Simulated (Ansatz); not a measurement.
Space group F-43m (No. 216). a = 6.134 Å, b = 6.134 Å, c = 6.134 Å, α = 90.00°, β = 90.00°, γ = 90.00°
```
atom site symmetry x y z
  Cd    4a      -43m  0.0000  0.0000  0.0000
  Se    4c      -43m  0.2500  0.2500  0.2500
```

Equation of state of this CdSe structure (not necessarily the ground state), with shape and atoms relaxed at each volume where symmetry leaves them free. Level of theory: DFT r2SCAN, scalar-relativistic, plane waves, PAW in Ansatz 0.2.0.

Settings: cutoff 500 eV, Γ-centred mesh 8×8×8 on the computed 2-atom cell, Gaussian smearing of 0.02 eV; no spin polarisation.

```csv
V (Å³/atom),E − E(largest V) (meV/atom),P (GPa),gap on mesh (eV)
25.382,45.73,8.82,1.32
26.248,5.84,6.03,1.25
27.113,-20.18,3.67,1.18
27.978,-34.49,1.68,1.11
28.844,-38.91,0.00,1.04
29.709,-34.95,-1.43,0.97
30.574,-23.90,-2.63,0.91
31.728,0.00,-3.95,0.82
```

Problem. Fit a third-order Birch–Murnaghan equation to E(V).

Solution. V0 = 28.84 Å³/atom, B0 = 52 GPa, B0' = 4.6.

This zinc-blende form isn't the usual stable structure of the compound.